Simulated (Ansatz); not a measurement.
**Stability checks on a candidate for Sn₃Te**

It was reached by relaxing an invented guess, and it needn't be the stable form of this composition.

Computed with Ansatz 0.2.0, DFT PBE, scalar-relativistic, plane waves, PAW. Plane waves to 420 eV, a 10×10×10 mesh through Γ for the 4-atom cell and 0.10 eV Gaussian smearing; no spin polarisation.

```cif
data_structure
_symmetry_space_group_name_H-M 'Im-3m'
_symmetry_Int_Tables_number 229
_cell_length_a 6.2569
_cell_length_b 6.2569
_cell_length_c 6.2569
_cell_angle_alpha 90.000
_cell_angle_beta 90.000
_cell_angle_gamma 90.000
_cell_volume 244.95
loop_
_atom_site_label
_atom_site_type_symbol
_atom_site_symmetry_multiplicity
_atom_site_Wyckoff_symbol
_atom_site_fract_x
_atom_site_fract_y
_atom_site_fract_z
_atom_site_occupancy
Sn1 Sn 6 b 0.50000 0.00000 0.00000 1
Te1 Te 2 a 0.00000 0.00000 0.00000 1
```

Energies over the elements count from the elements' standard structures at the same level, with no fitted energy shifts. The references include grey tin.

**Question.** These tests were run: energy against the elements; phonons on a 2×2×2 q mesh; elastic tensor. What do they show?

**Answer.**

| test | result |
| --- | --- |
| energy against the elements | −0.08 eV/atom |
| phonons on a 2×2×2 q mesh | no imaginary mode on the mesh |
| elastic tensor | least eigenvalue 13 GPa |

It fails none of these tests outright. Other phases of the system weren't compared here, so this isn't yet thermodynamic stability. Undecided within the accuracy: elastic tensor.

Spin–orbit coupling, which can matter for Te, is left out. The reference form of Te is held partly by dispersion forces, which this level lacks. The run for the phonons used a 10×10×10 k mesh and Fermi–Dirac smearing of 0.15 eV. The run for the elastic tensor used a 10×10×10 k mesh and Fermi–Dirac smearing of 0.15 eV.
